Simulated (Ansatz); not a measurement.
Ta5Ru: relaxed-ion elastic tensor

All numbers below come from DFT PBE, scalar-relativistic, plane waves, PAW (Ansatz). Plane waves to 420 eV; Γ-centred k mesh 12×12×4; Fermi-Dirac smearing of 0.15 eV. No spin polarisation.

Relaxed structure:
```xyz
6
Lattice="3.2456 0.0000 0.0000 0.0000 3.2456 0.0000 0.0000 0.0000 9.9456" Properties=species:S:1:pos:R:3 pbc="T T T"
Ta    0.0000    0.0000    1.6886
Ta    1.6228    1.6228    3.3952
Ta    1.6228    1.6228    6.5505
Ta    0.0000    0.0000    8.2570
Ta    1.6228    1.6228    0.0000
Ru    0.0000    0.0000    4.9728
```

The cell was found from a structure generator's guess, not taken from experiment. In a metal, frequencies and elastic constants depend on the k mesh and the smearing, soft modes and shear constants most. Spin–orbit coupling is left out, which matters for heavy elements.

Problem. Give the relaxed-ion elastic constants (GPa, Voigt order xx yy zz yz xz xy, on the Cartesian axes of the cell above).

Solution.
```
295.6 190.7 162.2   0.0   0.0   0.0
190.7 295.6 162.2   0.0   0.0   0.0
162.2 162.2 298.7   0.0   0.0   0.0
  0.0   0.0   0.0  90.6   0.0   0.0
  0.0   0.0   0.0   0.0  90.6   0.0
  0.0   0.0   0.0   0.0   0.0  81.8
```

Problem. Is the crystal stable against homogeneous strain?

Solution. Yes: the least eigenvalue of the tensor is 81.8 GPa.

Problem. And the moduli of a polycrystal (Hill averages)?

Solution. B = 213 GPa, G = 76 GPa, E = 204 GPa, ν = 0.34.
